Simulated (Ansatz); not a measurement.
Relaxed-ion elastic tensor of SiO2 in space group I4_132 (No. 214; O on 24h, Si on 12c) in GPa (Voigt order), PBE in the plane-wave PAW code Ansatz; density 1.24 g/cm³, 26.80 Å³ per atom.

```
84.2  41.7  41.7   0.0   0.0   0.0
41.7  84.2  41.7   0.0   0.0   0.0
41.7  41.7  84.1   0.0   0.0   0.0
 0.0   0.0   0.0  21.9   0.0   0.0
 0.0   0.0   0.0   0.0  21.9   0.0
 0.0   0.0   0.0   0.0   0.0  21.9
```

**Question.** Is the crystal mechanically stable?

**Answer.** Yes: the smallest eigenvalue of C is 21.9 GPa.

**Question.** Work out the Voigt, Reuss and Hill averages.

**Answer.** K_V = 55.9, K_R = 55.9, K_H = 55.9; G_V = 21.6, G_R = 21.6, G_H = 21.6 GPa.

**Question.** Give Young's modulus, Poisson's ratio, Pugh's ratio and the universal anisotropy index.

**Answer.** E = 9KG/(3K + G) = 57.5 GPa; ν = 0.33; K/G = 2.58 (ductile by the Pugh limit of 1.75); A_U = 5G_V/G_R + K_V/K_R − 6 = 0.00.

**Question.** Estimate the sound speeds and the Debye temperature.

**Answer.** v_l = √((K + 4G/3)/ρ) = 8260 m/s, v_t = √(G/ρ) = 4180 m/s, mean 4680 m/s; Θ = (h/k)(3n/4πV)^(1/3) v_m = 466 K.

The workflow started from an entry of the Crystallography Open Database (COD); the relaxed space group is not among those it files for this formula. It is not the phase usual at ambient conditions (space group No. 92, 152, 154). Symmetry was held in the PBE relaxation; phonons show weakly imaginary modes. The volume moved by 101 % from the start of the relaxation.

Potentials: the later of the program's two PAW sets.
